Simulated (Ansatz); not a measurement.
Ti$_{2}$InC:
```
Ti2InC
1.0
    3.13169     0.00000     0.00000
   -1.56585     2.71213     0.00000
    0.00000     0.00000    14.13490
Ti In C
4 2 2
Direct
  0.66667   0.33333   0.57858
  0.33333   0.66667   0.42142
  0.33333   0.66667   0.07858
  0.66667   0.33333   0.92142
  0.66667   0.33333   0.25000
  0.33333   0.66667   0.75000
  0.00000   0.00000   0.50000
  0.00000   0.00000   0.00000
```

Relaxed with r²SCAN. Special points in fractions of this cell's reciprocal vectors: Γ (0.000, 0.000, 0.000); M (0.500, 0.000, 0.000); K (0.333, 0.333, 0.000); A (0.000, 0.000, 0.500); L (0.500, 0.000, 0.500); H (0.333, 0.333, 0.500).

Task: List the band energies nearest the Fermi level at these points for r²SCAN with spin–orbit coupling (plane waves, PAW; program Ansatz).

Result: In eV from the Fermi level; about four levels below and three above (degenerate sets whole), none deeper than 8.9 eV; points with the same levels are listed once.

```json
[
 {"k": "Γ", "below": "-2.83 -2.83 -2.82 -2.82 -2.03 -2.03", "above": "0.71 0.71 0.73 0.73 0.73 0.73"},
 {"k": "M", "below": "-1.02 -1.02 -1.01 -1.01", "above": "1.85 1.85 2.10 2.10"},
 {"k": "K", "below": "-0.96 -0.96 -0.11 -0.11", "above": "1.24 1.24 1.44 1.44"},
 {"k": "A", "below": "-2.46 -2.46 -2.46 -2.46", "above": "0.73 0.73 0.73 0.73"},
 {"k": "L", "below": "-1.02 -1.02 -1.02 -1.02", "above": "1.99 1.99 1.99 1.99"},
 {"k": "H", "below": "-0.91 -0.91 -0.86 -0.86", "above": "0.51 0.51 0.54 0.54"}
]
```

Space group P6_3/mmc. The first step of the workflow began from a Materials Project structure, measured or hypothetical; the Crystallography Open Database copy checked does not list it. Whether it is the stable phase at ambient conditions was not checked. Symmetry was held in the r²SCAN relaxation; its stability against distortions is not shown here. No spin polarisation was allowed.

Potentials: the later of the program's two PAW sets.
